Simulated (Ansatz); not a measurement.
## Al2GaSb3 (P6_3mc) at 2 levels of theory

One geometry, relaxed with PBE; plane waves with PAW potentials in Ansatz, scalar-relativistic. No spin polarisation. Gaps are the least over mesh and band path; pressure is positive in compression.

```cif
data_structure
_symmetry_space_group_name_H-M 'P 1'
_symmetry_Int_Tables_number 1
_cell_length_a 4.3861
_cell_length_b 4.3861
_cell_length_c 21.6733
_cell_angle_alpha 90.000
_cell_angle_beta 90.000
_cell_angle_gamma 120.000
_cell_volume 361.08
loop_
_atom_site_label
_atom_site_type_symbol
_atom_site_fract_x
_atom_site_fract_y
_atom_site_fract_z
_atom_site_occupancy
Al1 Al 0.66667 0.33333 0.16654 1
Al2 Al 0.66667 0.33333 0.83342 1
Al3 Al 0.33333 0.66667 0.33342 1
Al4 Al 0.33333 0.66667 0.66655 1
Ga1 Ga 0.66667 0.33333 0.50036 1
Ga2 Ga 0.33333 0.66667 0.00036 1
Sb1 Sb 0.66667 0.33333 0.29143 1
Sb2 Sb 0.66667 0.33333 0.62482 1
Sb3 Sb 0.66667 0.33333 0.95832 1
Sb4 Sb 0.33333 0.66667 0.12483 1
Sb5 Sb 0.33333 0.66667 0.45832 1
Sb6 Sb 0.33333 0.66667 0.79143 1
```

| level | cutoff (eV) | k mesh | gap (eV) | pressure (GPa) |
| --- | --- | --- | --- | --- |
| PBE | 420 | 12×12×2 | 0.32 | 0.0 |

Q: What comes out on the same cell with LDA?

A:
```
level  cutoff (eV)   k mesh  gap (eV)  pressure (GPa)
  LDA          420  12×12×2      0.18            -3.1
```

Spin-orbit coupling matters for the bands of heavy elements and is left out.

The structure comes from a generated guess; another structure or a mixture of phases may lie lower.
